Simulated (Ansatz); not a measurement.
Zr₂TlC:
Space group P6₃/mmc (No. 194); a = 3.380 Å, b = 3.380 Å, c = 15.004 Å, α = 90.00°, β = 90.00°, γ = 120.00°

| atom | site | symmetry | x | y | z |
|---|---|---|---|---|---|
| Zr | 4f | 3m. | 0.6667 | 0.3333 | 0.0818 |
| Tl | 2c | -6m2 | 0.3333 | 0.6667 | 0.2500 |
| C | 2a | -3m. | 0.0000 | 0.0000 | 0.0000 |

Relaxed with r²SCAN.

Task: Which orbitals make up the states near the Fermi level in the program Ansatz at the r²SCAN level (PAW)?

Result: Within 0.5 eV of the Fermi level: Zr 4d 73 %, Tl 6p 17 %. Projections are on Löwdin-orthogonalised atomic valence shells; empty p or d shells of many metals are not among them.

Task: Tabulate the density of states.

Result: States/eV per cell of 8 atoms, in 0.25 eV bins, energy from the Fermi level.

```csv
E (eV),total,Zr 4d,C 2p,Tl 6p
-7.85,0.82,0.07,0.01,0.21
-7.60,0.81,0.07,0.01,0.21
-7.35,0.81,0.08,0.01,0.21
-7.10,0.81,0.08,0.01,0.21
-6.85,0.83,0.09,0.01,0.20
-6.60,0.85,0.10,0.01,0.20
-6.35,0.88,0.11,0.01,0.19
-6.10,0.94,0.13,0.02,0.18
-5.85,1.03,0.15,0.02,0.16
-5.60,1.26,0.20,0.03,0.14
-5.35,1.75,0.31,0.05,0.11
-5.10,1.40,0.32,0.11,0.09
-4.85,0.83,0.24,0.18,0.07
-4.60,2.15,0.77,0.83,0.14
-4.35,4.84,1.70,1.97,0.25
-4.10,5.40,1.83,2.40,0.21
-3.85,3.42,1.19,1.60,0.10
-3.60,2.91,1.07,1.39,0.09
-3.35,4.73,1.78,2.34,0.12
-3.10,5.71,2.17,2.98,0.11
-2.85,17.65,6.95,9.79,0.28
-2.60,0.48,0.16,0.22,0.08
-2.35,0.50,0.10,0.04,0.30
-2.10,1.12,0.23,0.10,0.67
-1.85,1.83,0.49,0.15,0.99
-1.60,5.16,2.25,0.34,2.09
-1.35,7.94,4.50,0.45,2.35
-1.10,7.41,4.37,0.30,2.21
-0.85,6.17,3.46,0.28,1.90
-0.60,3.82,2.59,0.18,0.80
-0.35,3.63,2.44,0.16,0.79
-0.10,2.66,1.97,0.10,0.41
0.15,1.73,1.36,0.04,0.20
0.40,1.85,1.50,0.03,0.20
0.65,3.01,2.49,0.06,0.26
0.90,3.71,2.94,0.12,0.41
1.15,3.90,2.98,0.16,0.51
1.40,4.49,3.55,0.18,0.49
1.65,3.85,3.01,0.18,0.41
1.90,3.83,3.03,0.17,0.38
2.15,4.66,3.76,0.19,0.41
2.40,6.48,5.34,0.24,0.49
2.65,5.36,4.28,0.23,0.40
2.90,6.84,5.13,0.33,0.63
3.15,5.75,4.07,0.35,0.53
3.40,3.57,2.42,0.28,0.42
3.65,7.31,5.48,0.57,0.64
3.90,9.92,7.48,0.78,0.76
4.15,7.51,5.45,0.58,0.69
4.40,6.12,4.14,0.47,0.68
4.65,6.38,4.07,0.45,0.71
```

Space group P6_3/mmc. The first step of the workflow began from a Materials Project structure, measured or hypothetical; the Crystallography Open Database copy checked does not list it. Whether it is the stable phase at ambient conditions was not checked. The cell was relaxed with r²SCAN under the symmetry of its start; its stability against distortions is not shown here. The run is not spin-polarised. Scalar-relativistic: spin–orbit coupling is off unless named, which matters more the heavier the elements.

Potentials: the earlier of the program's two PAW sets. The files were generated under PBE; for other functionals the program regenerates the frozen cores, and for LDA and PBEsol the local potential too.
